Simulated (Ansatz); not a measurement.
# Kick test of a cell of ZrTiSi4

The cell was found from a structure generator's guess, not taken from experiment.

Level of theory: Ansatz 0.2.0, DFT PBE, scalar-relativistic, plane waves, PAW. Plane waves to 420 eV, a k mesh through Γ of 10×10×10 on the computed 6-atom cell and Gaussian smearing (0.10 eV); no spin polarisation.

The cell below (6 atoms, space group F222 (No. 22)) is relaxed within its symmetry.

```
Zr Ti Si
1.0
     0.00000    4.25670    4.39539
     2.48546    0.00000    4.39539
     2.48546    4.25670    0.00000
Zr Ti Si
1 1 4
Direct
  0.50000 0.50000 0.50000
  0.75000 0.75000 0.75000
  0.09343 0.40657 0.09343
  0.40657 0.09343 0.40657
  0.16030 0.83970 0.16030
  0.83970 0.16030 0.83970
```

For the test a repeat of it with 12 atoms (edges 4.93, 5.05, 7.88 Å) was strained at random (σ = 1.5 % a component), the atoms were moved at random (σ = 0.05 Å), and all was relaxed again on a coarse 6×6×4 mesh (in the run’s order of axes) with 0.20 eV smearing, with no symmetry imposed.

Problem. Does it come back?

Solution. It returns, within 1 meV/atom of the unmoved cell on that mesh and with the same symmetry when read at 0.1 Å (C2 at 0.01 Å, so small strains and shifts remain). So it is stable against the distortions that fit this cell and that this random move excites. Modes that don't fit the cell aren't tested.
